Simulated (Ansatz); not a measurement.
Structure relaxation, FeSi

The start is a relaxed FeSi cell shaken by Gaussian noise of σ = 0.08 Å a coordinate. A full variable-cell relaxation at zero pressure is run with r2SCAN (plane waves to 500 eV, PAW, scalar-relativistic; Ansatz, a quantum-chemistry and plane-wave program). The first steps use a coarse 5×5×5 k-mesh.

The start:
```
FeSi
1.0
    4.43131     0.00000     0.00000
    0.00000     4.43131     0.00000
    0.00000     0.00000     4.43131
Fe Si
4 4
Direct
  0.87641   0.84884   0.88146
  0.35790   0.62061   0.16078
  0.13342   0.37523   0.64536
  0.65317   0.16193   0.36498
  0.13473   0.16747   0.14431
  0.68968   0.33978   0.84598
  0.85237   0.67598   0.32876
  0.32330   0.82813   0.69137
```
Spin-polarised start, with parallel moments on Fe.

Q: What pressure does the first self-consistent step give?

A: +8 GPa (positive: the cell is compressed).

Q: Which atoms feel the largest initial force, and how large is it?

A: About 3.3 eV/Å, on Si8 (atoms numbered as listed).

Q: By how much does the energy per atom fall from start to end?

A: 0.13 eV/atom.

Q: Does it find its way back to the structure it was made from?

A: It returns to the parent structure, P2₁3 (No. 198).

Q: What band gap does the relaxed structure have at this level?

A: Zero (metallic).

Q: What magnetic moments remain?

A: Net 0.52 μB/atom, ferromagnetic.

Final values are on a 11×11×11 k-mesh of the relaxed cell. Spin state reached: ferromagnetic (net 0.52 μB/atom), from parallel starting moments; other spin orders were not run from this start. r2SCAN tends to overstate moments in metals.
